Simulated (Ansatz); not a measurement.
Input:

In2Se3:
```xyz
10
Lattice="4.0537 0.0000 0.0000 -2.0268 3.5106 0.0000 0.0000 0.0000 19.1769" Properties=species:S:1:pos:R:3 pbc="T T T"
Se     2.0268     1.1702    19.1089
In     0.0000     0.0000     1.2900
Se     0.0000     2.3404     2.9144
In     0.0000     2.3404     5.4654
Se     2.0268     1.1702     6.6893
Se     0.0000     0.0000     9.4524
In     0.0000     2.3404    10.8094
Se     2.0268     1.1702    12.4338
In     2.0268     1.1702    14.9851
Se     0.0000     0.0000    16.2055
```

This is the PBE+D3(BJ)-relaxed structure. Cartesian axes are those of the cell as given.

**Question.** All from PBE+D3(BJ) in the plane-wave PAW code Ansatz, unless another level is named. Estimate the electron effective mass.

**Answer.** 0.086 mₑ (isotropic).

**Question.** What about the band gap?

**Answer.** 0.49 eV (indirect).

**Question.** What about the smallest direct gap on the standard path?

**Answer.** 0.61 eV.

**Question.** And the conduction-band minimum?

**Answer.** at Γ.

**Question.** Give the valence-band maximum.

**Answer.** off the standard path, at k = (0.000, 0.172, -0.273) in fractions of the reciprocal vectors.

Space group P3m1. The start of the workflow was typed in or built on a structure type; neither database checked (COD, Materials Project) lists it. COD files the formula under space group No. 160, 166, 169, 170. Its standing as an ambient phase is unchecked. The cell was relaxed with PBE+D3(BJ) under the symmetry of its start; whether a distortion lowers the energy is not shown. Scalar-relativistic: spin–orbit coupling is off unless named, which matters more the heavier the elements.

Potentials: the later of the program's two PAW sets.
